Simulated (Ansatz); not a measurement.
Input and output for Hg (bcc type): DFT, LDA, all-electron LAPW, Dirac equation with spin-orbit coupling (Ansatz 0.2.0). This run: bcc relaxed.

The cell comes from a relaxation on PAW files under the same functional, begun from a prototype that needn't be the stable phase.

Command: `ansatz run input.yaml --threads 2 --pin off --max-ram 6144MiB --backend cpu --events-out ev --progress --plain --runs-dir out` It took 2.6 min on 2 threads of Arm Neoverse V1 (shared host), peak memory 0.73 GiB.

```yaml
crystal:
  lattice:
    - [-1.7646664133, 1.7646664133, 1.7646664133]
    - [1.7646664133, -1.7646664133, 1.7646664133]
    - [1.7646664133, 1.7646664133, -1.7646664133]
  atoms:
    - { symbol: Hg, position: [0.0, 0.0, 0.0] }
kpoints:
  mp_grid: { grid: [16, 16, 16] }
scf:
  occupations: { method: fermi_dirac, width: 0.05 }
hamiltonian:
  xc: lda
  pseudopotentials: { kind: all_electron, lapw: { basis_error: 0.0005 } }
output:
  forces: true
  stress: true
  eigenvalues: true
  populations: true
relax:
  f_tol: 0.005
  max_steps: 25
  cell: {}
magnetization:
  noncollinear: true
  spin_orbit: true
```

Output:

```
The last accepted step is kept in <dir> (removed where the run ends without a failure and the disk answers)
Hg: projections on atomic orbitals take those of the free atom 1s2 2s2 2p6 3s2 3p6 3d10 4s2 4p6 4d10 4f14 5s2 5p6 5d10 6s2, of charge +0.00 (hamiltonian.pseudopotentials.projection_atoms)
LAPW: plane waves up to 8.112 Å⁻¹, error target 5.0e-4 eV per atom; Dirac's equation on spinors; Hg in spheres of 1.482 Å, 44 of its electrons in bands (how accurate: hamiltonian.pseudopotentials.lapw.basis_error, Limitations)
Engine: ansatz 0.2.0
Pseudopotentials: kind: all_electron
Pseudopotential: Hg, LAPW, valence charge 44, lapw/all_electron/dirac/gaussian/Hg, Dirac's equation, gaussian nucleus
Functional definition: SPW92
  exchange = slater_x
  correlation = pw_c
non-collinear run that drives no moment, with spin-orbit: no starting moment large enough to seed its density (crystal.atoms[].spin), no starting occupations that ask for one, no magnetisation constraint and no magnetic field, so the semilocal B_xc is pinned to zero
Crystal: 1 atoms, lattice volume = 21.981 Å³
Basis set: ecut = 250.68438453193815 eV, 201 PW (Γ), exchange–correlation at level 2
Bands: 54, of which v1, the nominal top of the filled ones, is band 44 counted from 1 (43 counted from 0)
Symmetry: 48 space group operations + 48 with time reversal
Magnetic group: BNS 229.141 (UNI 1643), of the structure as read, at distance tolerance 2.8e-5 Å
k-points: 145 of 4096
Non-local potential: Hg, projectors of the file, none
Initial density: superposition of atomic densities (chi_scale 0.1, normalization cell)
Initial wavefunctions: plane waves of lowest kinetic energy (no species holds an atomic orbital)
Functional: x = slater, c = lda
iter 1 solved again at ethr=5.63e-5 eV; its pass at ethr=1.00e-1 eV (dr2=2.48e-2 eV) is discarded
SCF iter   1: F=—  HF=-534612.586526 eV  |F-HF|=—  |Δ(HF+E_count)|=         —  Δρ=1.21e-2  dr2=2.48e-2  dr2_m=0.00e0 (ungated)  ethr=5.63e-5  |M|=0.00e0 ∫|m|=0.00e0 μB  β_m=0.30  ⟨swp⟩=3.1  Hψ=47798  notcnv=0
preconditioner: auto → Kerker (q_TF=auto, 3.063 Å⁻¹)  [metal: Δε(μ)=0.047 eV  Ē_g=16.833 eV  σ=0.050 eV  W_gap=0.23  n_scr=12 (ndim 8)  ℏωp=27.4 eV  f_vac=0.140  D(μ)=0.29/eV (n_scr^D=0)]
spin=Noncollinear: Kerker preconditioning applied to the charge; magnetization (m_x, m_y, m_z) channels mix plain (no charge-response kernel on spin).
SCF iter   2: F=—  HF=-534612.533894 eV  |F-HF|=—  |Δ(HF+E_count)|=   5.26e-2  Δρ=7.78e-3  dr2=1.14e-2  dr2_m=0.00e0 (ungated)  ethr=5.63e-5  |M|=0.00e0 ∫|m|=0.00e0 μB  β_m=0.39  ⟨swp⟩=2.0  Hψ=22543  notcnv=0
SCF iter   3: F=—  HF=-534612.523153 eV  |F-HF|=—  |Δ(HF+E_count)|=   1.07e-2  Δρ=4.48e-3  dr2=4.54e-3  dr2_m=0.00e0 (ungated)  ethr=2.58e-5  |M|=0.00e0 ∫|m|=0.00e0 μB  β_m=0.53  ⟨swp⟩=2.0  Hψ=22523  notcnv=0
SCF iter   4: F=—  HF=-534612.522121 eV  |F-HF|=—  |Δ(HF+E_count)|=   1.03e-3  Δρ=2.25e-3  dr2=1.42e-3  dr2_m=0.00e0 (ungated)  ethr=1.03e-5  |M|=0.00e0 ∫|m|=0.00e0 μB  β_m=0.71  ⟨swp⟩=2.0  Hψ=22441  notcnv=0
SCF iter   5: F=—  HF=-534612.522324 eV  |F-HF|=—  |Δ(HF+E_count)|=   2.03e-4  Δρ=9.36e-4  dr2=2.70e-4  dr2_m=0.00e0 (ungated)  ethr=3.23e-6  |M|=0.00e0 ∫|m|=0.00e0 μB  β_m=0.85  ⟨swp⟩=2.0  Hψ=22402  notcnv=0
iter 6 solved again at ethr=1.23e-8 eV; its pass at ethr=6.13e-7 eV (dr2=5.42e-6 eV) is discarded
SCF iter   6: F=—  HF=-534612.522365 eV  |F-HF|=—  |Δ(HF+E_count)|=   4.13e-5  Δρ=1.99e-4  dr2=5.41e-6  dr2_m=0.00e0 (ungated)  ethr=1.23e-8  |M|=0.00e0 ∫|m|=0.00e0 μB  β_m=0.93  ⟨swp⟩=2.0  Hψ=38288  notcnv=0
SCF iter   7: F=—  HF=-534612.522366 eV  |F-HF|=—  |Δ(HF+E_count)|=   7.78e-7  Δρ=3.54e-5  dr2=1.50e-7  dr2_m=0.00e0 (ungated)  ethr=1.23e-8  |M|=0.00e0 ∫|m|=0.00e0 μB  β_m=0.96  ⟨swp⟩=2.0  Hψ=22465  notcnv=0
SCF iter   8: F=-534612.522366 eV  HF=-534612.522366 eV  |F-HF|=8.15e-10  |Δ(HF+E_count)|=   4.81e-8  Δρ=3.80e-6  dr2=1.16e-9  dr2_m=0.00e0 (ungated)  ethr=3.40e-10  |M|=0.00e0 ∫|m|=0.00e0 μB  ⟨swp⟩=2.2  Hψ=22532  notcnv=0
SCF 1 converged in 8 iterations: F = -534612.522366 eV  dr2 = 1.16e-9
relax step   1: F+E_penalty+E_count = -534612.52236629 eV  Δ(F+E_penalty+E_count) = +0.000e0 eV  max|allowed force component| = 0.000e0 eV/Å  Δτ_max = 0.0000 Å  P = -0.001 GPa  Ω = 21.981 Å³  (8 SCF iters, accepted)
Initial density: handed on by an earlier stage of this run
Initial wavefunctions: those handed on with the density
iter 1 solved again at ethr=1.68e-12 eV; its pass at ethr=1.00e-1 eV (dr2=7.39e-10 eV) is discarded
SCF iter   1: F=—  HF=-534612.522366 eV  |F-HF|=—  |Δ(HF+E_count)|=         —  Δρ=2.85e-6  dr2=7.49e-10  dr2_m=0.00e0 (ungated)  ethr=1.65e-11 (applied; sched 1.68e-12)  |M|=0.00e0 ∫|m|=0.00e0 μB  β_m=0.30  ⟨swp⟩=6.7  Hψ=46123  notcnv=0
preconditioner: auto → Kerker (q_TF=auto, 3.063 Å⁻¹)  [metal: Δε(μ)=0.108 eV  Ē_g=17.154 eV  σ=0.050 eV  W_gap=0.45  n_scr=12 (ndim 8)  ℏωp=27.4 eV  f_vac=0.069  D(μ)=0.24/eV (n_scr^D=0)]
spin=Noncollinear: Kerker preconditioning applied to the charge; magnetization (m_x, m_y, m_z) channels mix plain (no charge-response kernel on spin).
SCF iter   2: F=-534612.522366 eV  HF=-534612.522366 eV  |F-HF|=2.33e-10  |Δ(HF+E_count)|=   1.40e-9  Δρ=2.30e-6  dr2=5.14e-10  dr2_m=0.00e0 (ungated)  ethr=1.19e-11 (applied; sched 1.68e-12)  |M|=0.00e0 ∫|m|=0.00e0 μB  ⟨swp⟩=2.0  Hψ=22465  notcnv=0
SCF 2 converged in 2 iterations: F = -534612.522366 eV  dr2 = 5.14e-10
relax step   2: F+E_penalty+E_count = -534612.52236629 eV  Δ(F+E_penalty+E_count) = -1.746e-9 eV  max|allowed force component| = 0.000e0 eV/Å  Δτ_max = 0.0000 Å  P = -0.001 GPa  Ω = 21.981 Å³  stress off target by 8.29e-4 GPa  SCF on the basis re-selected at this cell (its energy is not comparable with the rows above)  (2 SCF iters)
basis re-selected at this cell: Δ(F+E_penalty+E_count) = -1.746e-9 eV, ΔP = -0.000 GPa vs the last step (what re-selecting the basis moved, after the strain that the cell walked since its last selection, with what the two solves' SCF thresholds leave and, on support functions, any second-order correction that the steps lacked; it is no measure of the basis error at this ecutwfc). This SCF's stress stands 8.29e-4 GPa from its target on what of the cell is left free (relax.cell.stress_tol is 5.00e-2 GPa) and its largest allowed force component is 0.00e0 eV/Å (relax.f_tol is 5.00e-3 eV/Å): within both
SCF converged after 2 iterations
Magnetization: |M| = 0.0000 μB,  M = (+0.0000, +0.0000, +0.0000) μB
Absolute magnetization: 0.0000 μB (∫|m|)
  site 0: m = (+0.0000, +0.0000, +0.0000) μB, |m| = 0.0000 μB  (R = 1.48 Å)
Free energy (F): -534612.522366 eV
Harris-Foulkes:  -534612.522366 eV  (|F-HF|=2.33e-10)
Internal energy: -534612.520361 eV  (E = F + TS)
E sigma→0 (E₀):  -534612.521364 eV
Entropy (-TS):   -0.002005 eV (-2.005 meV/atom)
Fermi energy:    19.173074 eV
--- Per-component energies (eV) ---
  E_band       = -4586.809122
  E_kinetic    = 616136.446964
  E_xc         = -9874.421014
  E_electrostatic = -1140874.546311  (all electrons and nuclei)
  E_smearing   = -0.002005  (= −TS)
  E_closure    = 0.000000  (closes the sum)
  E_atoms      = -534611.466953  (free atoms, spherical and without spin; not in F)
  Σ components = -534612.522366   (vs F -534612.522366, Δ=0.00e0)
  Basis errors (estimates in eV, not in F): energy 1.2e-4 per atom: plane waves 1.2e-4 (6.5e-5 summed), levels above the bands 2.1e-142, relativity 6.6e-9, radial functions 1.7e-6, core shells 3.6e-9; eigenvalues (radial functions only) 2.7e-5; not estimated: angular momenta, meshes, grids; target (lapw.basis_error) 5.0e-4; muffin-tin radii Hg 1.482 Å
--- Forces (eV/Å), atoms counted from 1 ---
  atom   1  Hg    -0.00000000     0.00000000     0.00000000
  max |Σ_I F_I| component: 8.35e-27 eV/Å
--- Stress (GPa, compression-positive) ---
       -0.000829      -0.000000      -0.000000
       -0.000000      -0.000829      -0.000000
       -0.000000      -0.000000      -0.000829
  P = ⅓ Tr σ = -0.0008 GPa (-0.008 kbar)
--- Band table (eV; the first three rows and the last of 145) ---
  k-point 0: bands = ["-336.8323", "-336.8323", "-336.8323", "-336.8323", "-317.3877", "-317.3877", "-317.3854", "-317.3854", "-317.3854", "-317.3854", "-95.5417", "-95.5417", "-75.7747", "-75.7747", "-75.7722", "-75.7722", "-75.7722", "-75.7722", "-71.5779", "-71.5779", "-71.5756", "-71.5756", "-71.5756", "-71.5756", "-71.5742", "-71.5742", "-57.6386", "-57.6386", "-39.1234", "-39.1234", "-39.1234", "-39.1234", "9.5954", "9.5954", "11.1495", "11.1495", "11.1495", "11.1495", "12.6613", "12.6613", "13.4478", "13.4478", "13.4478", "13.4478", "33.5664", "33.5664", "33.8726", "33.8726", "33.8770", "33.8770", "33.8770", "33.8770", "37.5136", "37.5136"]
  k-point 1: bands = ["-336.8323", "-336.8323", "-336.8323", "-336.8323", "-317.3877", "-317.3877", "-317.3854", "-317.3854", "-317.3854", "-317.3854", "-95.5417", "-95.5417", "-75.7747", "-75.7747", "-75.7722", "-75.7722", "-75.7722", "-75.7722", "-71.5779", "-71.5779", "-71.5756", "-71.5756", "-71.5756", "-71.5756", "-71.5742", "-71.5742", "-57.6389", "-57.6389", "-39.1256", "-39.1256", "-39.1239", "-39.1239", "9.7074", "9.7074", "11.1489", "11.1489", "11.1684", "11.1684", "12.6774", "12.6774", "13.4231", "13.4231", "13.4588", "13.4588", "32.9480", "32.9480", "33.7286", "33.7286", "33.8946", "33.8946", "33.9524", "33.9524", "36.5095", "36.5095"]
  k-point 2: bands = ["-336.8323", "-336.8323", "-336.8323", "-336.8323", "-317.3877", "-317.3877", "-317.3854", "-317.3854", "-317.3854", "-317.3854", "-95.5415", "-95.5415", "-75.7747", "-75.7747", "-75.7722", "-75.7722", "-75.7722", "-75.7722", "-71.5779", "-71.5779", "-71.5756", "-71.5756", "-71.5756", "-71.5756", "-71.5742", "-71.5742", "-57.6399", "-57.6399", "-39.1318", "-39.1318", "-39.1252", "-39.1252", "10.0262", "10.0262", "11.1460", "11.1460", "11.2253", "11.2253", "12.7369", "12.7369", "13.3599", "13.3599", "13.4933", "13.4933", "31.2438", "31.2438", "33.1743", "33.1743", "33.9138", "33.9138", "34.1657", "34.1657", "35.2680", "35.2680"]
  k-point 144: bands = ["-336.8323", "-336.8323", "-336.8323", "-336.8323", "-317.3877", "-317.3877", "-317.3854", "-317.3854", "-317.3854", "-317.3854", "-95.5379", "-95.5379", "-75.7748", "-75.7748", "-75.7722", "-75.7722", "-75.7722", "-75.7722", "-71.5780", "-71.5780", "-71.5756", "-71.5756", "-71.5756", "-71.5756", "-71.5742", "-71.5742", "-57.6556", "-57.6556", "-39.1836", "-39.1836", "-39.1836", "-39.1836", "10.7807", "10.7807", "10.7807", "10.7807", "13.4627", "13.4627", "13.4627", "13.4627", "14.4119", "14.4119", "21.6062", "21.6062", "23.0636", "23.0636", "23.6383", "23.6383", "23.6383", "23.6383", "30.0451", "30.0451", "30.0451", "30.0451"]
--- Relaxed structure (1 steps of the walk, 1 accepted, 1 SCFs on fresh bases) ---
  F+E_penalty+E_count = -534612.52236629 eV   max|allowed force component| = 0.000e0 eV/Å   (the final SCF, on the basis selected at the relaxed cell)
  cell:  # Å, volume = 21.9810 Å³
    - [-1.7646664133, 1.7646664133, 1.7646664133]
    - [1.7646664133, -1.7646664133, 1.7646664133]
    - [1.7646664133, 1.7646664133, -1.7646664133]
  atoms:
    - { symbol: Hg, position: [0.0, 0.0, 0.0] }
--- Löwdin populations: 1 site ---
  site symbol       q [e]
     0     Hg     79.5916
  spilling = 0.005105 (of n_electrons = 80.000000)
```

populations.tsv:

```
# site	symbol	l	j	q
# orbitals = lowdin
# n_electrons = 80.000000
# spilling = 0.005105
# projection_atom_Hg: 1s2 2s2 2p6 3s2 3p6 3d10 4s2 4p6 4d10 4f14 5s2 5p6 5d10 6s2
0	Hg	0_1S	0.5	1.999999
0	Hg	0_2S	0.5	1.999998
0	Hg	0_3S	0.5	1.999992
0	Hg	0_4S	0.5	1.999949
0	Hg	0_5S	0.5	1.999387
0	Hg	0_6S	0.5	1.742098
0	Hg	1_2P	0.5	1.985111
0	Hg	1_2P	1.5	4.000067
0	Hg	1_3P	0.5	1.986164
0	Hg	1_3P	1.5	3.996470
0	Hg	1_4P	0.5	1.982997
0	Hg	1_4P	1.5	3.994579
0	Hg	1_5P	0.5	1.970103
0	Hg	1_5P	1.5	3.992125
0	Hg	2_3D	1.5	3.998682
0	Hg	2_3D	2.5	5.999718
0	Hg	2_4D	1.5	3.998297
0	Hg	2_4D	2.5	5.998680
0	Hg	2_5D	1.5	3.990803
0	Hg	2_5D	2.5	5.957158
0	Hg	3_4F	2.5	5.999642
0	Hg	3_4F	3.5	7.999542
```

Next run (hcp relaxed), as changes to the input before:

```diff
   lattice:
-    - [-1.7646664133, 1.7646664133, 1.7646664133]
-    - [1.7646664133, -1.7646664133, 1.7646664133]
-    - [1.7646664133, 1.7646664133, -1.7646664133]
+    - [3.1408842585, 0.0, 0.0]
+    - [-1.5704421292, 2.7200855583, 0.0]
+    - [0.0, 0.0, 5.020060986]
   atoms:
-    - { symbol: Hg, position: [0.0, 0.0, 0.0] }
+    - { symbol: Hg, position: [0.3333333333, 0.6666666667, 0.25] }
+    - { symbol: Hg, position: [0.6666666667, 0.3333333333, 0.75] }
 kpoints:
-  mp_grid: { grid: [16, 16, 16] }
+  mp_grid: { grid: [15, 15, 8] }
 scf:
```

Results part of the output:

```
basis re-selected at this cell: Δ(F+E_penalty+E_count) = -8.149e-9 eV, ΔP = -0.000 GPa vs the last step (what re-selecting the basis moved, after the strain that the cell walked since its last selection, with what the two solves' SCF thresholds leave and, on support functions, any second-order correction that the steps lacked; it is no measure of the basis error at this ecutwfc). This SCF's stress stands 9.62e-3 GPa from its target on what of the cell is left free (relax.cell.stress_tol is 5.00e-2 GPa) and its largest allowed force component is 1.95e-18 eV/Å (relax.f_tol is 5.00e-3 eV/Å): within both
SCF converged after 2 iterations
Magnetization: |M| = 0.0000 μB,  M = (+0.0000, +0.0000, +0.0000) μB
Absolute magnetization: 0.0000 μB (∫|m|)
  site 0: m = (+0.0000, +0.0000, +0.0000) μB, |m| = 0.0000 μB  (R = 1.50 Å)
  site 1: m = (+0.0000, +0.0000, +0.0000) μB, |m| = 0.0000 μB  (R = 1.50 Å)
Free energy (F): -1069225.042708 eV
Harris-Foulkes:  -1069225.042708 eV  (|F-HF|=2.14e-8)
Internal energy: -1069225.036782 eV  (E = F + TS)
E sigma→0 (E₀):  -1069225.039745 eV
Entropy (-TS):   -0.005926 eV (-2.963 meV/atom)
Fermi energy:    19.844054 eV
--- Per-component energies (eV) ---
  E_band       = -9125.503048
  E_kinetic    = 1232272.414688
[... lines left out ...]
  k-point 134: bands = ["-336.2840", "-336.2840", "-336.2840", "-336.2840", "-336.2827", "-336.2827", "-336.2827", "-336.2827", "-316.8381", "-316.8381", "-316.8381", "-316.8381", "-316.8373", "-316.8373", "-316.8373", "-316.8373", "-316.8363", "-316.8363", "-316.8363", "-316.8363", "-94.9920", "-94.9920", "-94.9920", "-94.9920", "-75.2250", "-75.2250", "-75.2250", "-75.2250", "-75.2243", "-75.2243", "-75.2243", "-75.2243", "-75.2234", "-75.2234", "-75.2234", "-75.2234", "-71.0279", "-71.0279", "-71.0279", "-71.0279", "-71.0275", "-71.0275", "-71.0275", "-71.0275", "-71.0267", "-71.0267", "-71.0267", "-71.0267", "-71.0262", "-71.0262", "-71.0262", "-71.0262", "-57.1029", "-57.1029", "-57.1028", "-57.1028", "-38.6386", "-38.6386", "-38.6218", "-38.6218", "-38.6143", "-38.6143", "-38.5976", "-38.5976", "11.4268", "11.4268", "11.5900", "11.5900", "11.7813", "11.7813", "11.8158", "11.8158", "13.1191", "13.1191", "13.1444", "13.1444", "13.4970", "13.4970", "13.9184", "13.9184", "14.1313", "14.1313", "14.3860", "14.3860", "19.8071", "19.8071", "19.9138", "19.9138", "20.8575", "20.8575", "21.2805", "21.2805", "22.4817", "22.4817", "23.0436", "23.0436", "31.7809", "31.7809", "32.1075", "32.1075", "34.5223", "34.5223", "34.5940", "34.5940", "36.7187", "36.7187"]
--- Relaxed structure (1 steps of the walk, 1 accepted, 1 SCFs on fresh bases) ---
  F+E_penalty+E_count = -1069225.04270835 eV   max|allowed force component| = 1.952e-18 eV/Å   (the final SCF, on the basis selected at the relaxed cell)
  cell:  # Å, volume = 42.8888 Å³
    - [3.1408842585533185, -2.886750289597116e-11, 0.0]
    - [-1.5704421292516593, 2.7200855582682584, 0.0]
    - [0.0, 0.0, 5.020060986]
  atoms:
    - { symbol: Hg, position: [0.3333333333333333, 0.6666666666666666, 0.24999999999999994] }
    - { symbol: Hg, position: [0.6666666666666666, 0.3333333333333333, 0.7499999999999998] }
--- Löwdin populations: 2 sites ---
  site symbol       q [e]
     0     Hg     79.5565
     1     Hg     79.5565
  spilling = 0.005544 (of n_electrons = 160.000000)
```

Next run (sc relaxed), as changes to the input before:

```diff
   lattice:
-    - [3.1408842585, 0.0, 0.0]
-    - [-1.5704421292, 2.7200855583, 0.0]
-    - [0.0, 0.0, 5.020060986]
+    - [2.8649224641, 0.0, 0.0]
+    - [0.0, 2.8649224641, 0.0]
+    - [0.0, 0.0, 2.8649224641]
   atoms:
-    - { symbol: Hg, position: [0.3333333333, 0.6666666667, 0.25] }
-    - { symbol: Hg, position: [0.6666666667, 0.3333333333, 0.75] }
+    - { symbol: Hg, position: [0.0, 0.0, 0.0] }
 kpoints:
-  mp_grid: { grid: [15, 15, 8] }
+  mp_grid: { grid: [14, 14, 14] }
 scf:
```

Results part of the output:

```
basis re-selected at this cell: Δ(F+E_penalty+E_count) = -2.480e-8 eV, ΔP = +0.000 GPa vs the last step (what re-selecting the basis moved, after the strain that the cell walked since its last selection, with what the two solves' SCF thresholds leave and, on support functions, any second-order correction that the steps lacked; it is no measure of the basis error at this ecutwfc). This SCF's stress stands 3.81e-3 GPa from its target on what of the cell is left free (relax.cell.stress_tol is 5.00e-2 GPa) and its largest allowed force component is 0.00e0 eV/Å (relax.f_tol is 5.00e-3 eV/Å): within both
SCF converged after 2 iterations
Magnetization: |M| = 0.0000 μB,  M = (+0.0000, +0.0000, +0.0000) μB
Absolute magnetization: 0.0000 μB (∫|m|)
  site 0: m = (+0.0000, +0.0000, +0.0000) μB, |m| = 0.0000 μB  (R = 1.39 Å)
Free energy (F): -534612.569852 eV
Harris-Foulkes:  -534612.569852 eV  (|F-HF|=3.14e-9)
Internal energy: -534612.566972 eV  (E = F + TS)
E sigma→0 (E₀):  -534612.568412 eV
Entropy (-TS):   -0.002880 eV (-2.880 meV/atom)
Fermi energy:    17.685064 eV
--- Per-component energies (eV) ---
  E_band       = -4662.322855
  E_kinetic    = 616136.615878
  E_xc         = -9874.387680
[... lines left out ...]
  k-point 1: bands = ["-338.5542", "-338.5542", "-338.5542", "-338.5542", "-319.1098", "-319.1098", "-319.1098", "-319.1098", "-319.1047", "-319.1047", "-97.2649", "-97.2649", "-77.4968", "-77.4968", "-77.4968", "-77.4968", "-77.4913", "-77.4913", "-73.3013", "-73.3013", "-73.2983", "-73.2983", "-73.2983", "-73.2983", "-73.2932", "-73.2932", "-59.3526", "-59.3526", "-40.8294", "-40.8294", "-40.8251", "-40.8251", "8.4578", "8.4578", "8.7983", "8.7983", "8.8570", "8.8570", "11.6919", "11.6919", "11.7165", "11.7165", "12.6499", "12.6499", "26.4977", "26.4977", "28.2788", "28.2788", "29.0055", "29.0055", "33.0189", "33.0189", "34.3356", "34.3356"]
  k-point 2: bands = ["-338.5542", "-338.5542", "-338.5542", "-338.5542", "-319.1098", "-319.1098", "-319.1098", "-319.1098", "-319.1047", "-319.1047", "-97.2645", "-97.2645", "-77.4968", "-77.4968", "-77.4968", "-77.4968", "-77.4913", "-77.4913", "-73.3013", "-73.3013", "-73.2983", "-73.2983", "-73.2983", "-73.2983", "-73.2931", "-73.2931", "-59.3540", "-59.3540", "-40.8402", "-40.8402", "-40.8239", "-40.8239", "8.6533", "8.6533", "8.8232", "8.8232", "9.1531", "9.1531", "11.6034", "11.6034", "11.6807", "11.6807", "12.5664", "12.5664", "25.0225", "25.0225", "28.2421", "28.2421", "29.4779", "29.4779", "33.3358", "33.3358", "33.9105", "33.9105"]
  k-point 119: bands = ["-338.5542", "-338.5542", "-338.5542", "-338.5542", "-319.1098", "-319.1098", "-319.1098", "-319.1098", "-319.1047", "-319.1047", "-97.2566", "-97.2566", "-77.4969", "-77.4969", "-77.4969", "-77.4969", "-77.4912", "-77.4912", "-73.3016", "-73.3016", "-73.2983", "-73.2983", "-73.2983", "-73.2983", "-73.2931", "-73.2931", "-59.3833", "-59.3833", "-40.9242", "-40.9242", "-40.9242", "-40.9242", "9.1624", "9.1624", "9.1624", "9.1624", "10.3662", "10.3662", "12.9100", "12.9100", "12.9100", "12.9100", "20.9783", "20.9783", "23.5411", "23.5411", "23.5411", "23.5411", "24.0462", "24.0462", "26.1820", "26.1820", "29.8448", "29.8448"]
--- Relaxed structure (1 steps of the walk, 1 accepted, 1 SCFs on fresh bases) ---
  F+E_penalty+E_count = -534612.56985208 eV   max|allowed force component| = 0.000e0 eV/Å   (the final SCF, on the basis selected at the relaxed cell)
  cell:  # Å, volume = 23.5147 Å³
    - [2.8649224641, 0.0, 0.0]
    - [0.0, 2.8649224641, 0.0]
    - [0.0, 0.0, 2.8649224641]
  atoms:
    - { symbol: Hg, position: [0.0, 0.0, 0.0] }
--- Löwdin populations: 1 site ---
  site symbol       q [e]
     0     Hg     79.5272
  spilling = 0.005910 (of n_electrons = 80.000000)
```
